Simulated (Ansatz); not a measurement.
BiB:
```xyz
2
Lattice="3.6343 0.0000 0.0000 -1.8171 3.1474 0.0000 0.0000 0.0000 3.3437" Properties=species:S:1:pos:R:3 pbc="T T T"
B      0.0000     0.0000     0.0000
Bi     1.8171     1.0491     1.6719
```

Relaxed with r²SCAN. Special points in fractions of this cell's reciprocal vectors: Γ (0.000, 0.000, 0.000); M (0.500, 0.000, 0.000); K (0.333, 0.333, 0.000); A (0.000, 0.000, 0.500); L (0.500, 0.000, 0.500); H (0.333, 0.333, 0.500).

### Question
List the band energies nearest the Fermi level at these points for plane-wave PAW r²SCAN with spin–orbit coupling (Ansatz code).

### Answer
In eV from the Fermi level; about four levels below and three above (degenerate sets whole), none deeper than 8.9 eV; points with the same levels are listed once.

| k | below | above |
|---|---|---|
| Γ | -1.12 -1.12 -0.08 -0.08 | 0.36 0.36 3.92 3.92 |
| M | -8.39 -8.39 -2.43 -2.43 | 0.40 0.40 1.53 1.53 |
| K | -8.38 -8.00 -5.68 -4.90 | 2.15 2.19 3.15 |
| A | – | 1.94 1.94 1.97 1.97 |
| L | -5.07 -5.07 -4.08 -4.08 | 1.25 1.25 1.69 1.69 |
| H | -2.29 -1.23 -0.88 -0.81 | 7.15 7.53 8.78 |

Space group P-6m2. A made-up cell: these elements were put on the sites of a structure type; neither database checked (COD, Materials Project) lists it. Its standing as an ambient phase is unchecked. Symmetry was held in the r²SCAN relaxation. At this level the phase is dynamically unstable (imaginary phonons).

Potentials: the later of the program's two PAW sets.
